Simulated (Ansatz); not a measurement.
SiB6 in space group R-3m (No. 166; B on 18h, B on 18h, Si on 6c) at seven volumes, DFT-PBE in the program Ansatz with PAW potentials, shape and atoms relaxed at each. One row is withheld.

| V (Å³/atom) | P (GPa) |
|---|---|
| 8.461 | 19.70 |
| 8.740 | 12.22 |
| 9.019 | 5.69 |
| 9.298 | 0.01 |
| 9.576 | -4.93 |
| 9.855 | ? |
| 10.134 | -12.92 |

Q: Fit the shown pressures and predict the withheld one.

A: Third-order Birch–Murnaghan: P = (3/2)B₀(x^(7/2) − x^(5/2))[1 + (3/4)(B′ − 4)(x − 1)] with x = (V₀/V)^(2/3). Least squares on the six rows gives V₀ = 9.299 Å³/atom, B₀ = 175.9 GPa, B′ = 3.64. At V = 9.855, x = 0.9620 and P = -9.19 GPa. The run itself gave -9.21 GPa.

The start of the workflow was typed in or built on a structure type; neither database checked (COD, Materials Project) lists it. COD files the formula under space group No. 221. Its standing as an ambient phase is unchecked. Symmetry was held in the PBE relaxation; whether a distortion lowers the energy is not shown. The volume moved by 19 % from the start of the relaxation.

Potentials: the earlier of the program's two PAW sets.
